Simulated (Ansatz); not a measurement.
Li2ZrO3 in space group C2/c (No. 15; Pearson symbol mS24) under volume change, DFT-r²SCAN in the program Ansatz with PAW potentials, shape and atoms relaxed at each volume.

| V (Å³/atom) | E − E(relaxed) (meV/atom) | P (GPa) |
|---|---|---|
| 9.202 | 30.9 | 12.16 |
| 9.505 | (withheld) | (withheld) |
| 9.809 | (withheld) | (withheld) |
| 10.112 | 0.0 | 0.00 |
| 10.416 | 2.5 | -2.52 |
| 10.719 | 9.2 | -4.46 |
| 11.022 | 19.1 | -6.00 |

Task: Some entries are withheld; supply them.

Result: 
- 9.505, E − E(relaxed) (meV/atom): 12.7
- 9.505, P (GPa): 7.24
- 9.809, E − E(relaxed) (meV/atom): 2.9
- 9.809, P (GPa): 3.22

Task: What does a third-order Birch–Murnaghan fit give for V₀, B₀ and B′?

Result: V₀ = 10.12 Å³/atom, B₀ = 93.9 GPa, B′ = 6.8.

The first step of the workflow began from a Materials Project structure, measured or hypothetical; the Crystallography Open Database files this formula in space group No. 15, but the cells were not matched. Its standing as an ambient phase is unchecked. The cell was relaxed with r²SCAN under the symmetry of its start; whether a distortion lowers the energy is not shown. The run is not spin-polarised.

Potentials: the later of the program's two PAW sets.
